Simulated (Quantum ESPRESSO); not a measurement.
ZnIn3O5F (made-up cell), MgAl3In3GeAs2P6 (made-up cell) (calculated)

All values are calculated (Quantum ESPRESSO 7.5). Calculation on a made-up crystal cell, not a measurement: periodic Kohn-Sham density functional theory in plane waves with PseudoDojo standard norm-conserving scalar-relativistic pseudopotentials, each functional with its own files (v0.5 for PBE, v0.4.1 for LDA and PBEsol), no spin polarisation, no spin-orbit coupling, atoms not relaxed, stress positive in tension, energies less a fixed whole-eV offset for each atom's element; levels are Kohn-Sham levels at fractions of this cell's reciprocal vectors, counted from the reference band (half the neutral cell's valence electrons, rounded up) at Gamma; error bars cover cutoff and k-mesh only, not smearing or the files; each bar is the largest change over components, and at least 0.002 eV, 0.002 eV per angstrom or 0.02 GPa; added strain carries the atoms with the cell, and shear is the tensor component; no dispersion term; energies are for the whole cell, and the offsets were chosen from early runs and are not element reference energies.

Settings shared by all entries: functional pbe; cutoff 1143 eV; fermi dirac smearing 0.025 eV; scf tolerance 1e-07 eV; electrons removed 0.

(1) ZnIn3O5F (made-up cell)

Unstrained structure:
```
CELL_PARAMETERS angstrom
2.70380 1.47110 4.94210
-2.77810 1.54680 4.95940
0.02840 -3.24400 5.02480
ATOMIC_POSITIONS crystal
Zn 0.38876 0.33942 0.34982
In 0.11848 0.15815 0.16542
In 0.64261 0.67228 0.64276
In 0.84226 0.87208 0.83859
O 0.55068 0.94355 0.25859
F 0.25970 0.55685 0.94399
O 0.94677 0.25596 0.53613
O 0.46145 0.06350 0.74022
O 0.73612 0.44771 0.08043
O 0.03393 0.74903 0.45189
```

| Quantity | Value |
| --- | --- |
| lattice type | corundum |
| added strain kind | uniform |
| added strain | 0.0052 |
| k mesh | 5 x 5 x 5, shifted by half a step |
| structure shown | before the added strain of 0.0052 |
| free energy less offsets | 12.3 eV |
| scf iterations | 14 |
| smearing term minus ts | 0 eV |
| pressure | 1.247 GPa |
| stress xx | -0.2426 GPa |
| stress yy | -2.088 GPa |
| stress zz | -1.41 GPa |
| stress yz | -4.44 GPa |
| stress xz | -4.784 GPa |
| stress xy | -0.1996 GPa |
| error bar energy | 0.002728 eV |
| error bar stress | 0.02798 GPa |
| error bar force | 0.002 eV/Å |
| error bars from | tighter rerun of a related cell |

Atoms:
```tsv
atoms element	atom site	atom energy offset (eV)
Zn	1	-5687
In	2	-1808
In	3	-1808
In	4	-1808
O	5	-452
F	6	-677
O	7	-452
O	8	-452
O	9	-452
O	10	-452
```

Forces:
```tsv
site	x (eV/Å)	y (eV/Å)	z (eV/Å)
1	-0.4612	-1.337	0.3107
2	1.784	0.09234	-0.8557
3	1.221	0.7426	-0.5156
4	-0.4296	-0.8667	0.4852
5	-0.6336	0.7377	-0.3736
6	-0.4525	-0.321	-0.3657
7	-0.3079	-0.174	1.112
8	-1.12	-0.8837	-0.3748
9	-0.6627	1.482	-0.3028
10	1.063	0.5281	0.8804
```

(2) ZnIn3O5F (made-up cell)

Structure as in entry 1.

| Property | Result |
| --- | --- |
| lattice type | corundum |
| added strain kind | uniform |
| added strain | 0.0116 |
| k mesh | 5 x 5 x 5, shifted by half a step |
| structure shown | before the added strain of 0.0116 |
| free energy less offsets | 12.3 eV |
| scf iterations | 14 |
| smearing term minus ts | 0 eV |
| pressure | -1.36 GPa |
| stress xx | 2.248 GPa |
| stress yy | 0.7056 GPa |
| stress zz | 1.126 GPa |
| stress yz | -4.194 GPa |
| stress xz | -4.494 GPa |
| stress xy | -0.1517 GPa |
| error bar energy | 0.002728 eV |
| error bar stress | 0.02798 GPa |
| error bar force | 0.002 eV/Å |
| error bars from | tighter rerun of a related cell |

Atoms:
```tsv
atoms element	atom site	atom energy offset (eV)
Zn	1	-5687
In	2	-1808
In	3	-1808
In	4	-1808
O	5	-452
F	6	-677
O	7	-452
O	8	-452
O	9	-452
O	10	-452
```

Forces:
```tsv
site	x (eV/Å)	y (eV/Å)	z (eV/Å)
1	-0.3882	-1.259	0.3381
2	1.661	0.01025	-0.807
3	1.155	0.8027	-0.4319
4	-0.5058	-0.8009	0.3867
5	-0.6037	0.7001	-0.3498
6	-0.4273	-0.2612	-0.3499
7	-0.2495	-0.178	0.9922
8	-0.9839	-0.8666	-0.3528
9	-0.5919	1.407	-0.2789
10	0.9345	0.4459	0.8532
```

(3) ZnIn3O5F (made-up cell)

Structure as in entry 1.

| Item | Value |
| --- | --- |
| lattice type | corundum |
| added strain kind | uniform |
| added strain | 0.0235 |
| k mesh | 5 x 5 x 5, shifted by half a step |
| structure shown | before the added strain of 0.0235 |
| free energy less offsets | 12.4 eV |
| scf iterations | 14 |
| smearing term minus ts | 0 eV |
| pressure | -5.576 GPa |
| stress xx | 6.269 GPa |
| stress yy | 5.233 GPa |
| stress zz | 5.227 GPa |
| stress yz | -3.767 GPa |
| stress xz | -4 GPa |
| stress xy | -0.07135 GPa |
| error bar energy | 0.002728 eV |
| error bar stress | 0.02798 GPa |
| error bar force | 0.002 eV/Å |
| error bars from | tighter rerun of a related cell |

Atoms:
```tsv
atoms element	atom site	atom energy offset (eV)
Zn	1	-5687
In	2	-1808
In	3	-1808
In	4	-1808
O	5	-452
F	6	-677
O	7	-452
O	8	-452
O	9	-452
O	10	-452
```

Forces:
```tsv
site	x (eV/Å)	y (eV/Å)	z (eV/Å)
1	-0.2625	-1.12	0.3844
2	1.449	-0.1267	-0.7251
3	1.041	0.8989	-0.2901
4	-0.6339	-0.6875	0.2194
5	-0.5515	0.6369	-0.3084
6	-0.3831	-0.1591	-0.3216
7	-0.151	-0.1867	0.7906
8	-0.752	-0.8344	-0.3137
9	-0.4734	1.274	-0.2402
10	0.7179	0.3052	0.8048
```

(4) MgAl3In3GeAs2P6 (made-up cell)

Unstrained structure:
```
CELL_PARAMETERS angstrom
5.73740 0.01030 -0.05760
0.01030 5.66690 0.00420
-0.11530 0.00840 11.58800
ATOMIC_POSITIONS crystal
Al 0.99826 0.98155 0.00646
Mg 0.01666 0.50483 0.25330
In 0.50854 0.00659 0.26072
Al 0.50638 0.48389 0.00434
In 0.97679 0.01326 0.48982
Ge 0.96476 0.50731 0.74873
In 0.49457 0.02652 0.75063
Al 0.51929 0.48513 0.49658
P 0.23990 0.26639 0.12509
P 0.24996 0.73513 0.37308
P 0.74635 0.24514 0.38342
As 0.74839 0.75210 0.13332
P 0.25805 0.26691 0.63280
As 0.24483 0.74513 0.86624
P 0.75325 0.27137 0.87065
P 0.76741 0.74840 0.62684
```

| Quantity | Value |
| --- | --- |
| lattice type | doubled zincblende/diamond |
| added strain kind | shear xy |
| added strain | -0.0213 |
| k mesh | 4 x 4 x 2, shifted by half a step |
| structure shown | before the added strain of -0.0213 |
| free energy less offsets | 3.878 eV |
| scf iterations | 13 |
| smearing term minus ts | 0 eV |
| pressure | 3.174 GPa |
| stress xx | -2.918 GPa |
| stress yy | -3.864 GPa |
| stress zz | -2.74 GPa |
| stress yz | 0.9844 GPa |
| stress xz | -2.4 GPa |
| stress xy | -1.998 GPa |
| error bar energy | 0.01446 eV |
| error bar stress | 0.02 GPa |
| error bar force | 0.003314 eV/Å |
| error bars from | tighter rerun of a related cell |

Atoms:
```tsv
atoms element	atom site	atom energy offset (eV)
Al	1	-64
Mg	2	-1617
In	3	-1808
Al	4	-64
In	5	-1808
Ge	6	-2430
In	7	-1808
Al	8	-64
P	9	-189
P	10	-189
P	11	-189
As	12	-2887
P	13	-189
As	14	-2887
P	15	-189
P	16	-189
```

Forces:
```tsv
site	x (eV/Å)	y (eV/Å)	z (eV/Å)
1	0.559	1.022	-0.2033
2	-0.8822	-0.8874	-0.4274
3	-1.806	-0.2034	-1.351
4	-0.4967	0.3939	0.04534
5	3.229	-1.781	1.493
6	1.806	-0.1478	-0.4626
7	0.6776	-1.226	-0.5092
8	-1.002	0.9562	0.4283
9	0.5654	-1.108	-1.139
10	1.116	0.3552	2.168
11	-0.7591	3.225	-0.6185
12	0.01579	-0.4872	-1.412
13	-1.596	1.42	-1.525
14	-0.6079	-0.7336	1.775
15	0.6736	-0.2956	1.909
16	-1.492	-0.5028	-0.1696
```

(5) MgAl3In3GeAs2P6 (made-up cell)

Structure as in entry 4.

| Property | Result |
| --- | --- |
| lattice type | doubled zincblende/diamond |
| added strain kind | shear xy |
| added strain | -0.0174 |
| k mesh | 4 x 4 x 2, shifted by half a step |
| structure shown | before the added strain of -0.0174 |
| free energy less offsets | 3.846 eV |
| scf iterations | 13 |
| smearing term minus ts | 0 eV |
| pressure | 3.131 GPa |
| stress xx | -2.866 GPa |
| stress yy | -3.817 GPa |
| stress zz | -2.71 GPa |
| stress yz | 1.009 GPa |
| stress xz | -2.425 GPa |
| stress xy | -1.426 GPa |
| error bar energy | 0.01446 eV |
| error bar stress | 0.02 GPa |
| error bar force | 0.003314 eV/Å |
| error bars from | tighter rerun of a related cell |

Atoms:
```tsv
atoms element	atom site	atom energy offset (eV)
Al	1	-64
Mg	2	-1617
In	3	-1808
Al	4	-64
In	5	-1808
Ge	6	-2430
In	7	-1808
Al	8	-64
P	9	-189
P	10	-189
P	11	-189
As	12	-2887
P	13	-189
As	14	-2887
P	15	-189
P	16	-189
```

Forces:
```tsv
site	x (eV/Å)	y (eV/Å)	z (eV/Å)
1	0.5429	1.023	-0.179
2	-0.8556	-0.8656	-0.3496
3	-1.81	-0.1754	-1.252
4	-0.5044	0.3996	0.07801
5	3.275	-1.849	1.592
6	1.827	-0.1818	-0.3903
7	0.7165	-1.255	-0.403
8	-1.021	0.9782	0.4577
9	0.5748	-1.108	-1.184
10	1.123	0.3526	2.101
11	-0.8341	3.231	-0.7487
12	0.02878	-0.4942	-1.486
13	-1.634	1.451	-1.576
14	-0.6014	-0.723	1.723
15	0.6729	-0.3119	1.847
16	-1.5	-0.4713	-0.2306
```

(6) MgAl3In3GeAs2P6 (made-up cell)

Structure as in entry 4.

| Property | Result |
| --- | --- |
| lattice type | doubled zincblende/diamond |
| added strain kind | shear xy |
| added strain | -0.0092 |
| k mesh | 4 x 4 x 2, shifted by half a step |
| structure shown | before the added strain of -0.0092 |
| free energy less offsets | 3.812 eV |
| scf iterations | 13 |
| smearing term minus ts | 0 eV |
| pressure | 3.076 GPa |
| stress xx | -2.795 GPa |
| stress yy | -3.756 GPa |
| stress zz | -2.677 GPa |
| stress yz | 1.06 GPa |
| stress xz | -2.478 GPa |
| stress xy | -0.2254 GPa |
| error bar energy | 0.01446 eV |
| error bar stress | 0.02 GPa |
| error bar force | 0.003314 eV/Å |
| error bars from | tighter rerun of this cell |

Atoms:
```tsv
atoms element	atom site	atom energy offset (eV)
Al	1	-64
Mg	2	-1617
In	3	-1808
Al	4	-64
In	5	-1808
Ge	6	-2430
In	7	-1808
Al	8	-64
P	9	-189
P	10	-189
P	11	-189
As	12	-2887
P	13	-189
As	14	-2887
P	15	-189
P	16	-189
```

Forces:
```tsv
site	x (eV/Å)	y (eV/Å)	z (eV/Å)
1	0.5082	1.023	-0.1294
2	-0.8007	-0.8202	-0.188
3	-1.818	-0.1139	-1.041
4	-0.5198	0.4109	0.146
5	3.371	-1.99	1.799
6	1.869	-0.255	-0.2401
7	0.7965	-1.322	-0.1798
8	-1.059	1.024	0.5203
9	0.5931	-1.106	-1.276
10	1.138	0.3461	1.962
11	-0.9925	3.244	-1.024
12	0.05841	-0.5115	-1.642
13	-1.716	1.518	-1.683
14	-0.585	-0.6976	1.615
15	0.6743	-0.3439	1.72
16	-1.517	-0.4056	-0.3588
```

(7) MgAl3In3GeAs2P6 (made-up cell)

Structure as in entry 4.

| Quantity | Value |
| --- | --- |
| lattice type | doubled zincblende/diamond |
| added strain kind | shear xy |
| added strain | -0.0047 |
| k mesh | 4 x 4 x 2, shifted by half a step |
| structure shown | before the added strain of -0.0047 |
| free energy less offsets | 3.813 eV |
| scf iterations | 13 |
| smearing term minus ts | 0 eV |
| pressure | 3.067 GPa |
| stress xx | -2.78 GPa |
| stress yy | -3.745 GPa |
| stress zz | -2.677 GPa |
| stress yz | 1.089 GPa |
| stress xz | -2.509 GPa |
| stress xy | 0.4326 GPa |
| error bar energy | 0.01446 eV |
| error bar stress | 0.02 GPa |
| error bar force | 0.003314 eV/Å |
| error bars from | tighter rerun of a related cell |

Atoms:
```tsv
atoms element	atom site	atom energy offset (eV)
Al	1	-64
Mg	2	-1617
In	3	-1808
Al	4	-64
In	5	-1808
Ge	6	-2430
In	7	-1808
Al	8	-64
P	9	-189
P	10	-189
P	11	-189
As	12	-2887
P	13	-189
As	14	-2887
P	15	-189
P	16	-189
```

Forces:
```tsv
site	x (eV/Å)	y (eV/Å)	z (eV/Å)
1	0.4889	1.023	-0.1028
2	-0.77	-0.7964	-0.09906
3	-1.822	-0.08002	-0.9277
4	-0.5288	0.4171	0.1827
5	3.426	-2.07	1.915
6	1.891	-0.2948	-0.1586
7	0.8413	-1.36	-0.05772
8	-1.08	1.05	0.5551
9	0.6023	-1.104	-1.328
10	1.145	0.3414	1.888
11	-1.08	3.255	-1.177
12	0.07431	-0.5204	-1.727
13	-1.763	1.555	-1.743
14	-0.5755	-0.6846	1.558
15	0.6762	-0.3617	1.652
16	-1.526	-0.3694	-0.4294
```

(8) MgAl3In3GeAs2P6 (made-up cell)

Structure as in entry 4.

| Property | Result |
| --- | --- |
| lattice type | doubled zincblende/diamond |
| added strain kind | shear xy |
| added strain | 0.0062 |
| k mesh | 4 x 4 x 2, shifted by half a step |
| structure shown | before the added strain of 0.0062 |
| free energy less offsets | 3.877 eV |
| scf iterations | 13 |
| smearing term minus ts | 0 eV |
| pressure | 3.117 GPa |
| stress xx | -2.821 GPa |
| stress yy | -3.794 GPa |
| stress zz | -2.737 GPa |
| stress yz | 1.162 GPa |
| stress xz | -2.586 GPa |
| stress xy | 2.026 GPa |
| error bar energy | 0.01446 eV |
| error bar stress | 0.02 GPa |
| error bar force | 0.003314 eV/Å |
| error bars from | tighter rerun of a related cell |

Atoms:
```tsv
atoms element	atom site	atom energy offset (eV)
Al	1	-64
Mg	2	-1617
In	3	-1808
Al	4	-64
In	5	-1808
Ge	6	-2430
In	7	-1808
Al	8	-64
P	9	-189
P	10	-189
P	11	-189
As	12	-2887
P	13	-189
As	14	-2887
P	15	-189
P	16	-189
```

Forces:
```tsv
site	x (eV/Å)	y (eV/Å)	z (eV/Å)
1	0.4429	1.024	-0.04081
2	-0.6978	-0.7403	0.1172
3	-1.833	0.004386	-0.6564
4	-0.5482	0.4303	0.2704
5	3.562	-2.264	2.199
6	1.946	-0.3949	0.03944
7	0.9509	-1.45	0.2375
8	-1.133	1.112	0.6419
9	0.6237	-1.099	-1.454
10	1.162	0.3249	1.711
11	-1.293	3.289	-1.554
12	0.1121	-0.5454	-1.935
13	-1.874	1.65	-1.89
14	-0.5545	-0.6559	1.422
15	0.6822	-0.4027	1.493
16	-1.548	-0.2814	-0.602
```

(9) MgAl3In3GeAs2P6 (made-up cell)

Structure as in entry 4.

| Property | Result |
| --- | --- |
| lattice type | doubled zincblende/diamond |
| added strain kind | shear xy |
| added strain | 0.0137 |
| k mesh | 4 x 4 x 2, shifted by half a step |
| structure shown | before the added strain of 0.0137 |
| free energy less offsets | 3.969 eV |
| scf iterations | 13 |
| smearing term minus ts | 0 eV |
| pressure | 3.207 GPa |
| stress xx | -2.909 GPa |
| stress yy | -3.887 GPa |
| stress zz | -2.825 GPa |
| stress yz | 1.215 GPa |
| stress xz | -2.641 GPa |
| stress xy | 3.124 GPa |
| error bar energy | 0.01446 eV |
| error bar stress | 0.02 GPa |
| error bar force | 0.003314 eV/Å |
| error bars from | tighter rerun of a related cell |

Atoms:
```tsv
atoms element	atom site	atom energy offset (eV)
Al	1	-64
Mg	2	-1617
In	3	-1808
Al	4	-64
In	5	-1808
Ge	6	-2430
In	7	-1808
Al	8	-64
P	9	-189
P	10	-189
P	11	-189
As	12	-2887
P	13	-189
As	14	-2887
P	15	-189
P	16	-189
```

Forces:
```tsv
site	x (eV/Å)	y (eV/Å)	z (eV/Å)
1	0.4115	1.023	0.0004617
2	-0.6473	-0.7047	0.2663
3	-1.841	0.06413	-0.47
4	-0.5614	0.4376	0.3299
5	3.659	-2.401	2.402
6	1.984	-0.4648	0.1755
7	1.028	-1.512	0.4404
8	-1.171	1.154	0.7035
9	0.6368	-1.092	-1.542
10	1.174	0.3108	1.592
11	-1.441	3.32	-1.819
12	0.1394	-0.5639	-2.083
13	-1.952	1.718	-1.994
14	-0.5412	-0.6385	1.331
15	0.6866	-0.4303	1.388
16	-1.564	-0.2207	-0.7221
```

(10) MgAl3In3GeAs2P6 (made-up cell)

Structure as in entry 4.

| Quantity | Value |
| --- | --- |
| lattice type | doubled zincblende/diamond |
| added strain kind | shear xy |
| added strain | 0.0157 |
| k mesh | 4 x 4 x 2, shifted by half a step |
| structure shown | before the added strain of 0.0157 |
| free energy less offsets | 4 eV |
| scf iterations | 13 |
| smearing term minus ts | 0 eV |
| pressure | 3.236 GPa |
| stress xx | -2.939 GPa |
| stress yy | -3.918 GPa |
| stress zz | -2.853 GPa |
| stress yz | 1.228 GPa |
| stress xz | -2.657 GPa |
| stress xy | 3.418 GPa |
| error bar energy | 0.01446 eV |
| error bar stress | 0.02 GPa |
| error bar force | 0.003314 eV/Å |
| error bars from | tighter rerun of a related cell |

Atoms:
```tsv
atoms element	atom site	atom energy offset (eV)
Al	1	-64
Mg	2	-1617
In	3	-1808
Al	4	-64
In	5	-1808
Ge	6	-2430
In	7	-1808
Al	8	-64
P	9	-189
P	10	-189
P	11	-189
As	12	-2887
P	13	-189
As	14	-2887
P	15	-189
P	16	-189
```

Forces:
```tsv
site	x (eV/Å)	y (eV/Å)	z (eV/Å)
1	0.4024	1.023	0.01164
2	-0.6349	-0.6953	0.3058
3	-1.843	0.08038	-0.4196
4	-0.5644	0.4396	0.3457
5	3.684	-2.437	2.458
6	1.993	-0.4847	0.212
7	1.049	-1.53	0.4955
8	-1.181	1.165	0.7202
9	0.6396	-1.09	-1.566
10	1.177	0.3073	1.56
11	-1.48	3.328	-1.89
12	0.1474	-0.5696	-2.122
13	-1.974	1.737	-2.023
14	-0.5366	-0.6331	1.306
15	0.689	-0.4368	1.36
16	-1.568	-0.204	-0.7548
```
